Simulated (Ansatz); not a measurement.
Kick test of a cell of Al₃GaAs₄

The structure comes from a generated guess, relaxed at this level; another structure or a mixture of phases may lie lower.

Level of theory: DFT PBE, scalar-relativistic, plane waves, PAW in Ansatz 0.2.0. Cutoff 420 eV; k points 6×6×6 on the computed 8-atom cell (Γ-centred); Gaussian smearing, width 0.02 eV; no spin polarisation.

The cell below (8 atoms, space group P-43m (No. 215)) is relaxed within its symmetry.

```
Al Ga As
1.0
     5.73277    0.00000    0.00000
     0.00000    5.73277    0.00000
     0.00000    0.00000    5.73277
Al Ga As
3 1 4
Direct
  0.00000 0.50000 0.50000
  0.50000 0.50000 0.00000
  0.50000 0.00000 0.50000
  0.00000 0.00000 0.00000
  0.74912 0.74912 0.25088
  0.74912 0.25088 0.74912
  0.25088 0.74912 0.74912
  0.25088 0.25088 0.25088
```

For the test it was strained at random (σ = 1.5 % a component), the atoms were moved at random (σ = 0.15 Å), and all was relaxed again on a coarse 2×2×2 mesh (in the run’s order of axes) with 0.10 eV smearing, with no symmetry imposed.

**Question.** Is the structure stable against such a distortion?

**Answer.** It returns, within 1 meV/atom of the unmoved cell on that mesh and with the same symmetry when read at 0.1 Å (Cm at 0.01 Å, so small strains and shifts remain). So it is stable against the distortions that fit this cell and that this random move excites. Modes that don't fit the cell aren't tested.
